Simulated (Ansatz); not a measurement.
The start is a generated trial cell of SrO in the rocksalt structure type. The structure is fully relaxed (lattice and positions, P = 0) with PBE (plane waves to 420 eV, PAW, scalar-relativistic; Ansatz, a first-principles code). First-step values are on the input's coarse k-mesh.

Ansatz input (later rounds restart from its end on a renewed k-mesh):
Ansatz 0.2 input:
```yaml
crystal:
  lattice:
    - [0, 2.475674, 2.475674]
    - [2.475674, 0, 2.475674]
    - [2.475674, 2.475674, 0]
  atoms:
    - { symbol: O, position: [0, 0, 0] }
    - { symbol: Sr, position: [0.5, 0.5, 0.5] }
basis: { ecutwfc: 420, ecutrho_ratio: 4, xc_grid: 2, fft_grid_basis: typed }
kpoints: { mp_grid: { grid: [8, 8, 8] } }
hamiltonian:
  xc: pbe
  dispersion: none
  pseudopotentials: { kind: paw }
scf: { occupations: { method: fermi_dirac, width: 0.05 } }
relax: { f_tol: 0.01, max_steps: 100, cell: { stress_tol: 0.02 } }
output: { forces: true, stress: true }
```

Problem. What pressure does the first self-consistent step give?

Solution. +16.8 GPa (positive: the cell is compressed).

Problem. How does the volume change?

Solution. +15.5 %, from 15.17 to 17.52 Å³/atom.

Problem. How do the shortest distances between atoms change?

Solution. The closest pairs of elements (up to four, under 3.6 Å), start → end: O–Sr 2.48 → 2.60 Å; O–O 3.50 → 3.67 Å; Sr–Sr 3.50 → 3.67 Å.

Problem. What band gap does the relaxed structure have at this level?

Solution. 3.33 eV, indirect (valence top at Γ, conduction bottom at X) (no spin-orbit coupling).

Problem. Give the final cell and atomic positions.

Solution. 
Space group Fm-3m (No. 225); a = b = c = 5.1947 Å, α = β = γ = 90.00°

| atom | site | symmetry | x | y | z |
|---|---|---|---|---|---|
| O | 4a | m-3m | 0.0000 | 0.0000 | 0.0000 |
| Sr | 4b | m-3m | 0.5000 | 0.5000 | 0.5000 |
(The calculation used a cell of 2 atoms; values per cell refer to that cell.)

The space group stays Fm-3m (No. 225) (the run could not lower it); the end is rock salt type, with 2 atoms in the primitive cell. Final values are on a 11×11×11 k-mesh of the relaxed cell. No spin polarisation in the result.

The run could not lose the symmetry of its start; a randomly shaken copy of 2 atoms returns to this structure.

All atoms sit on sites fixed by symmetry, so only the cell could relax.
